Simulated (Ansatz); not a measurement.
Cs:
```
Cs
1.0
    5.04149     0.00000     0.00000
    0.00000     5.04149     0.00000
    0.00000     0.00000     5.04149
Cs
1
Direct
  0.00000   0.00000   0.00000
```

Relaxed with PBE. Special points in fractions of this cell's reciprocal vectors: Γ (0.000, 0.000, 0.000); X (0.000, 0.500, 0.000); M (0.500, 0.500, 0.000); R (0.500, 0.500, 0.500).

Q: List the band energies nearest the Fermi level at these points for PBE (plane waves, PAW; program Ansatz).

A: In eV from the Fermi level; about four levels below and three above (degenerate sets whole), none deeper than 8.9 eV; points with the same levels are listed once.

| k | below | above |
|---|---|---|
| Γ | -1.56 | 1.37 1.37 4.21 4.21 4.21 |
| X | -0.19 | 0.42 1.78 2.85 2.85 |
| M | – | 0.39 1.16 1.96 1.96 |
| R | – | 1.11 1.11 1.11 |

Space group Pm-3m (simple cubic). A made-up cell: these elements were put on the sites of a structure type; neither database checked (COD, Materials Project) lists it. It is not the phase usual at ambient conditions (space group No. 229). The PBE relaxation kept the symmetry of its start. At this level the phase is mechanically unstable. Spin–orbit coupling is left out wherever it is not named.

Potentials: the later of the program's two PAW sets.
